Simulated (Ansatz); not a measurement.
Values for one crystal, relaxed and computed with the program Ansatz at the LDA level (PAW); other levels are named.

| Quantity | Result |
|---|---|
| Volume per atom | 15.98 Å³ |
| Electronic character | metallic (no gap) |
| Pressure derivative B′ | 4.8 |
| Formation energy from the elements (no fitted shifts) | -0.48 eV/atom |
| Density of states at the Fermi level | 0.50 states/eV per atom (mean over ±0.08 eV) |
| Bulk modulus (Birch–Murnaghan fit) | 175 GPa |
| Highest zone-centre frequency | 295 cm⁻¹ |

Problem. Pick the material that matches.
A. TiAu, P4/nmm (Ti on 2c, Au on 2c)
B. Al2Au, fluorite or antifluorite type
C. AlPt, CsCl type
D. TiFe, CsCl type

Solution. A, TiAu, P4/nmm (Ti on 2c, Au on 2c)

The first step of the workflow began from a Materials Project structure, measured or hypothetical; the Crystallography Open Database copy checked does not list it. COD files the formula under space group No. 221. Its standing as an ambient phase is unchecked. The cell was relaxed with LDA under the symmetry of its start; its stability against distortions is not shown here. The run is not spin-polarised. As this level gives no gap, phonon frequencies hold no LO–TO term and depend on the k-mesh and smearing (Fermi–Dirac, 0.1 eV here). The references are the lowest solids computed at this level, not always the standard phases. Scalar-relativistic: spin–orbit coupling is off unless named, which matters more the heavier the elements.

Potentials: the later of the program's two PAW sets.
